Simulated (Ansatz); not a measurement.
Relaxed CsPbBr$_{3}$ (cubic perovskite):

```
CsPbBr3
1.0
    6.00308     0.00000     0.00000
    0.00000     6.00308     0.00000
    0.00000     0.00000     6.00308
Cs Pb Br
1 1 3
Direct
  0.00000   0.00000   0.00000
  0.50000   0.50000   0.50000
  0.00000   0.50000   0.50000
  0.50000   0.50000   0.00000
  0.50000   0.00000   0.50000
```

Level of theory: PBE (plane waves to 420 eV, PAW, scalar-relativistic; Ansatz, an electronic-structure program). k mesh 5×5×5 (Γ-centred), Fermi-Dirac smearing 0.05 eV. CsPbBr3 was relaxed with its symmetry unable to fall. Spin-orbit coupling is left out, though Pb is heavy. This is a high-temperature form of CsPbBr3.

One atom of the cell was then moved (with its periodic images), all else fixed, and the forces (eV/Å) came out as:

```json
[
 {"atom": "Cs1", "Fx": "-0.108", "Fy": "-0.108", "Fz": "-0.108"},
 {"atom": "Pb2", "Fx": "0.062", "Fy": "0.062", "Fz": "0.062"},
 {"atom": "Br3", "Fx": "0.028", "Fy": "0.009", "Fz": "0.009"},
 {"atom": "Br4", "Fx": "0.009", "Fy": "0.009", "Fz": "0.028"},
 {"atom": "Br5", "Fx": "0.009", "Fy": "0.028", "Fz": "0.009"}
]
```

Task: Which atom was moved, and by which vector (Å)?

Result: Cs1, by (0.39, 0.39, 0.39), 0.68 Å in all.

(For displaced atoms, the force is minus the slope of the energy, and its curvature is a force constant, which sets phonon frequencies.)
